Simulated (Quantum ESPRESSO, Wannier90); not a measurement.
**HfSi$_{2}$ (Cmcm): Wannier90 run**

Structure: Materials Project mp-1069, symmetrised, not relaxed again. COD (Crystallography Open Database) has an entry of this formula and space group (matched by these alone). Method: PBEsol plane waves in Quantum ESPRESSO 7.5 (PseudoDojo norm-conserving files, 47 Ry, no spin polarisation, no spin-orbit coupling), Bloch states on a 6×6×6 mesh through Γ, Wannier90 4.0.1. Density: 10×8×10 mesh, cold smearing 0.01 Ry. Spin-orbit coupling is left out although heavy elements are present.

On the energy scale of pw.x, whose zero is arbitrary, the Fermi level lies at 13.17 eV.

Input w.win:

```
num_bands = 2
num_wann = 2
exclude_bands = 3-58
num_iter = 800
conv_tol = 1.0e-6
conv_window = 4
write_hr = true
write_u_matrices = true
auto_projections = true
begin unit_cell_cart
ang
    3.6467800000    0.0000000000    0.0000000000
    0.0000000000    0.0000000000   -3.6486100000
   -1.8233900000    7.2959450000    0.0000000000
end unit_cell_cart
begin atoms_frac
Hf   0.1057400000 -0.2500000000  0.2114800000
Hf  -0.1057400000  0.2500000000 -0.2114800000
Si  -0.2502100000 -0.2500000000  0.4995800000
Si   0.2502100000  0.2500000000 -0.4995800000
Si  -0.4471700000  0.2500000000  0.1056600000
Si   0.4471700000 -0.2500000000 -0.1056600000
end atoms_frac
mp_grid = 6 6 6
begin kpoints
0.0000000000 0.0000000000 0.0000000000
0.0000000000 0.0000000000 0.1666666667
0.0000000000 0.0000000000 0.3333333333
... (213 more lines: the 6x6x6 mesh through Gamma)
end kpoints
```

Input of pw2wannier90.x that gives the overlap and projection files (equivalent; here they were cut from one run over all bands):

```
&inputpp
  outdir = './out'
  prefix = 'pwscf'
  seedname = 'w'
  write_amn = .true.
  write_mmn = .true.
  atom_proj = .true.
  atom_proj_exclude = 2 3 4 5 6 7 8 9 10 12 13 14 15 16 17 18 19 20 21 22 23 24 25 26 27 28 29 30 31 32 33 34 35 36
/
```

Output w.wout (banner and timings cut):

```
                                    ------
                                    SYSTEM
                                    ------

                              Lattice Vectors (Ang)
                    a_1     3.646780   0.000000   0.000000
                    a_2     0.000000   0.000000  -3.648610
                    a_3    -1.823390   7.295945   0.000000

                   Unit Cell Volume:      97.07749  (Ang^3)

                        Reciprocal-Space Vectors (Ang^-1)
                    b_1     1.722941   0.430594   0.000000
                    b_2     0.000000   0.000000  -1.722076
                    b_3    -0.000000   0.861189   0.000000

 *----------------------------------------------------------------------------*
 |   Site       Fractional Coordinate          Cartesian Coordinate (Ang)     |
 +----------------------------------------------------------------------------+
 | hf   1   0.10574  -0.25000   0.21148   |    0.00000   1.54295   0.91215    |
 | hf   2  -0.10574   0.25000  -0.21148   |    0.00000  -1.54295  -0.91215    |
 | si   1  -0.25021  -0.25000   0.49958   |   -1.82339   3.64491   0.91215    |
 | si   2   0.25021   0.25000  -0.49958   |    1.82339  -3.64491  -0.91215    |
 | si   3  -0.44717   0.25000   0.10566   |   -1.82339   0.77089  -0.91215    |
 | si   4   0.44717  -0.25000  -0.10566   |    1.82339  -0.77089   0.91215    |
 *----------------------------------------------------------------------------*
                                ------------
                                K-POINT GRID
                                ------------

             Grid size =  6 x  6 x  6      Total points =  216

 *---------------------------------- MAIN ------------------------------------*
 |  Number of Wannier Functions               :                 2             |
 |  Number of Objective Wannier Functions     :                 2             |
 |  Number of input Bloch states              :                 2             |
 |  Output verbosity (1=low, 5=high)          :                 1             |
 |  Timing Level (1=low, 5=high)              :                 1             |
 |  Optimisation (0=memory, 3=speed)          :                 3             |
 |  Length Unit                               :               Ang             |
 |  Post-processing setup (write *.nnkp)      :                 F             |
 |  Using Gamma-only branch of algorithms     :                 F             |
 *----------------------------------------------------------------------------*
 *------------------------------- WANNIERISE ---------------------------------*
 |  Total number of iterations                :               800             |
 |  Number of CG steps before reset           :                 5             |
 |  Trial step length for line search         :             2.000             |
 |  Convergence tolerence                     :         0.100E-05             |
 |  Convergence window                        :                 4             |
 |  Iterations between writing output         :                 1             |
 |  Iterations between backing up to disk     :               100             |
 |  Write r^2_nm to file                      :                 F             |
 |  Write xyz WF centres to file              :                 F             |
 |  Write on-site energies <0n|H|0n> to file  :                 F             |
 |  Use guiding centre to control phases      :                 F             |
 |  Use phases for initial projections        :                 F             |
 *----------------------------------------------------------------------------*
 *-------------------------------- PLOTTING ----------------------------------*
 |  Plotting Hamiltonian in WF basis          :                 T             |
 *----------------------------------------------------------------------------*

 *---------------------------------- K-MESH ----------------------------------*
 +----------------------------------------------------------------------------+
 |                    Distance to Nearest-Neighbour Shells                    |
 |                    ------------------------------------                    |
 |          Shell             Distance (Ang^-1)          Multiplicity         |
 |          -----             -----------------          ------------         |
 |             1                   0.143531                      2            |
 |             2                   0.287013                      2            |
 |             3                   0.287063                      2            |
 |             4                   0.295989                      4            |
 |             5                   0.320901                      4            |
 |             6                   0.358904                      4            |
 |             7                   0.405933                      4            |
 |             8                   0.412293                      8            |
       ... (lines left out)
 +----------------------------------------------------------------------------+
 | The b-vectors are chosen automatically                                     |
 | The following shells are used:                       1,  2,  4             |
 +----------------------------------------------------------------------------+
 |                        Shell   # Nearest-Neighbours                        |
 |                        -----   --------------------                        |
 |                          1               2                                 |
 |                          2               2                                 |
 |                          3               4                                 |
 +----------------------------------------------------------------------------+
 | Completeness relation is fully satisfied [Eq. (B1), PRB 56, 12847 (1997)]  |
 +----------------------------------------------------------------------------+
 |                  b_k Vectors (Ang^-1) and Weights (Ang^2)                  |
 |                  ----------------------------------------                  |
 |            No.         b_k(x)      b_k(y)      b_k(z)        w_b           |
 |            ---        --------------------------------     --------        |
 |             1         0.000000    0.143531    0.000000    22.754436        |
 |             2         0.000000   -0.143531    0.000000    22.754436        |
 |             3         0.000000    0.000000   -0.287013     6.069706        |
 |             4         0.000000    0.000000    0.287013     6.069706        |
 |             5         0.287157    0.071766    0.000000     3.031809        |
 |             6         0.287157   -0.071766    0.000000     3.031809        |
 |             7        -0.287157   -0.071766    0.000000     3.031809        |
 |             8        -0.287157    0.071766    0.000000     3.031809        |
 +----------------------------------------------------------------------------+
 |                           b_k Directions (Ang^-1)                          |
 |                           -----------------------                          |
 |            No.           x           y           z                         |
 |            ---        --------------------------------                     |
 |             1         0.000000    0.143531    0.000000                     |
 |             2         0.000000    0.000000   -0.287013                     |
 |             3         0.287157    0.071766    0.000000                     |
 |             4         0.287157   -0.071766    0.000000                     |
 +----------------------------------------------------------------------------+

 Starting a new Wannier90 calculation ...

 Reading overlaps from w.mmn

 Reading projections from w.amn

 *------------------------------- WANNIERISE ---------------------------------*
 +--------------------------------------------------------------------+<-- CONV
 | Iter  Delta Spread     RMS Gradient      Spread (Ang^2)            |<-- CONV
 +--------------------------------------------------------------------+<-- CONV

 ------------------------------------------------------------------------------
 Initial State
  WF centre and spread    1  (  0.000000,  1.542140,  0.912152 )     0.39715699
  WF centre and spread    2  ( -0.000000, -1.542140, -0.912152 )     0.39715699
  Sum of centres and spreads (  0.000000,  0.000000,  0.000000 )     0.79431397

      0     0.794E+00     0.0000000000        0.7943139696  <-- CONV
        O_D=      0.0000000 O_OD=      0.0000000 O_TOT=      0.7943140 <-- SPRD
 ------------------------------------------------------------------------------
      1     0.000E+00     0.0000000192        0.7943139696  <-- CONV
        O_D=      0.0000000 O_OD=      0.0000000 O_TOT=      0.7943140 <-- SPRD
      2     0.000E+00     0.0000000190        0.7943139696  <-- CONV
        O_D=      0.0000000 O_OD=      0.0000000 O_TOT=      0.7943140 <-- SPRD
      3     0.000E+00     0.0000000186        0.7943139696  <-- CONV
        O_D=      0.0000000 O_OD=      0.0000000 O_TOT=      0.7943140 <-- SPRD
      4     0.000E+00     0.0000000180        0.7943139696  <-- CONV
        O_D=      0.0000000 O_OD=      0.0000000 O_TOT=      0.7943140 <-- SPRD
             <<<     Delta < 1.000E-06  over  4 iterations     >>>
             <<< Wannierisation convergence criteria satisfied >>>
 Final State
  WF centre and spread    1  (  0.000000,  1.542140,  0.912152 )     0.39715699
  WF centre and spread    2  ( -0.000000, -1.542140, -0.912152 )     0.39715699
  Sum of centres and spreads (  0.000000,  0.000000,  0.000000 )     0.79431397

         Spreads (Ang^2)       Omega I      =     0.794313968
        ================       Omega D      =     0.000000000
                               Omega OD     =     0.000000002
    Final Spread (Ang^2)       Omega Total  =     0.794313970
```
